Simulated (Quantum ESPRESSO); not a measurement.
## Ta3Li2WMg2 (one composition in several site orders)

A calculation, not a measurement. The program is pw.x of Quantum ESPRESSO 7.5 (plane-wave density functional theory). The cell is made up: eight metal atoms on a face-centred cubic lattice, with elements, volume, strain and displacements drawn at random and not relaxed, so it may be unstable or far from any real phase. PseudoDojo standard norm-conserving files set the functional (PBE unless stated); there is no spin polarisation or spin-orbit coupling, the Fermi-Dirac width of 0.25 eV means electrons at about 2900 K, and the masses in the input are unused placeholders. Heavy elements are run without spin-orbit coupling, which real alloys of them have. A spin test at this wide smearing found no moment, but such smearing suppresses magnetism that the real alloy may have.

The runs put one composition on the sites in different orders. Cell, positions, cutoff, mesh and smearing stay as in the input of run 1; sites are counted in its order. Stress in the tables is positive in tension.

Input of run 1:

```
&control calculation='scf', pseudo_dir='./dojo.nc.sr.pbe.v0_5.standard.upf', outdir='./o', disk_io='minimal', tprnfor=.true., tstress=.true. /
&system ibrav=0, nat=8, ntyp=4, nbnd=53, ecutwfc=84.00895049, nosym=.true., tot_charge=0,
 occupations='smearing', smearing='fd', degauss=0.0183746611
/
&electrons conv_thr=1.470e-08, electron_maxstep=70, mixing_beta=0.5 /
ATOMIC_SPECIES
Li 1.0 Li.upf
Mg 1.0 Mg.upf
Ta 1.0 Ta.upf
W 1.0 W.upf
CELL_PARAMETERS angstrom
0.0171 2.1434 2.1091
-4.3043 4.2502 -4.2158
-4.3133 -4.289 4.1861
ATOMIC_POSITIONS angstrom
Ta -0.0189 0.108 0.0982
Ta -4.3362 -2.0914 2.2165
Li -4.2786 0.0031 0.0512
Ta -4.3162 2.1057 -2.0513
W -2.0242 -0.04 2.0994
Mg -2.2806 2.1932 -0.0387
Mg -6.3254 0.1084 1.9837
Li -6.4559 2.0497 -0.0668
K_POINTS automatic
8 4 4 1 1 1
```

| run | elements on sites 1 to 8 | free energy less that of run 1 (eV) | -TS (eV) | pressure (GPa) | stress xx (GPa) | stress yy (GPa) | stress zz (GPa) | stress yz (GPa) | stress xz (GPa) | stress xy (GPa) | iterations |
| --- | --- | --- | --- | --- | --- | --- | --- | --- | --- | --- | --- |
| 1 | Ta Ta Li Ta W Mg Mg Li | 0.000 | -1.541 | -7.84 | 5.08 | 9.15 | 9.30 | 3.37 | -1.74 | 1.37 | 15 |
| 2 | Ta Ta Li Mg W Li Mg Ta | -0.446 | -1.473 | -6.81 | 4.63 | 7.61 | 8.18 | 2.77 | -1.82 | 3.53 | 17 |
| 3 | W Ta Li Mg Li Ta Ta Mg | 0.041 | -1.525 | -7.50 | 5.17 | 8.72 | 8.61 | 2.51 | 1.59 | -1.93 | 17 |
| 4 | Ta Mg W Li Li Mg Ta Ta | 0.019 | -1.575 | -6.12 | 4.72 | 7.44 | 6.20 | 5.21 | -0.32 | 0.33 | 16 |
| 5 | Li Mg Ta W Li Ta Ta Mg | -0.283 | -1.553 | -5.44 | 3.63 | 6.38 | 6.31 | 3.15 | -0.82 | 2.27 | 17 |
| 6 | Li Li Ta Ta W Mg Ta Mg | -0.285 | -1.514 | -6.28 | 5.39 | 7.16 | 6.28 | 3.69 | 1.25 | -0.08 | 16 |

Forces Fx Fy Fz (eV/Å):

| site | run 1 | run 2 | run 3 | run 4 | run 5 | run 6 |
| --- | --- | --- | --- | --- | --- | --- |
| 1 | -0.91 -0.41 0.22 | -0.67 0.12 -0.77 | 0.19 0.85 -1.20 | 1.29 -0.09 -0.18 | -0.13 -0.22 -0.03 | -0.12 -0.31 -0.03 |
| 2 | 1.42 -0.14 -0.39 | 1.41 -0.16 0.10 | -1.10 -0.51 0.21 | 0.28 0.06 -0.62 | -0.01 -0.07 -0.45 | 0.26 0.14 -0.42 |
| 3 | 0.27 -0.10 -0.04 | 0.46 -0.14 -0.05 | 0.28 -0.03 -0.13 | -1.24 0.26 0.08 | -0.19 0.53 -0.98 | 0.38 -0.73 0.39 |
| 4 | -1.24 1.67 -1.69 | 0.08 0.10 -0.44 | -0.01 0.60 -0.84 | 0.05 0.13 -0.31 | 1.49 -0.42 0.20 | -0.46 1.18 -1.40 |
| 5 | 0.09 -0.83 0.56 | -0.42 -0.49 0.87 | -0.29 0.27 0.01 | -0.45 0.15 0.20 | -0.05 0.11 0.08 | -0.32 -0.03 0.27 |
| 6 | 0.76 -0.37 0.73 | 0.33 -0.24 0.42 | 2.29 -0.18 -0.01 | -0.01 -0.20 0.39 | -0.89 0.57 -0.35 | 1.02 -0.23 0.35 |
| 7 | -0.38 -0.15 0.52 | -0.26 -0.30 0.70 | -1.25 -1.30 1.69 | -0.31 0.85 -0.83 | -0.52 -1.00 1.51 | -0.57 -0.57 0.96 |
| 8 | -0.01 0.34 0.08 | -0.93 1.11 -0.83 | -0.12 0.30 0.28 | 0.38 -1.17 1.26 | 0.29 0.50 0.02 | -0.19 0.56 -0.12 |

The sites are displaced and not relaxed, so the energy differences mix bonding between neighbours with strain and are not ordering energies. A rerun of one cell of this series at a higher cutoff and on a denser mesh moved values by no more than 0.005 eV in energy, 0.03 GPa in stress and 0.009 eV/Å in force, and a second program with other atomic files agreed on that cell to 2 % rms in force and 0.5 GPa in pressure.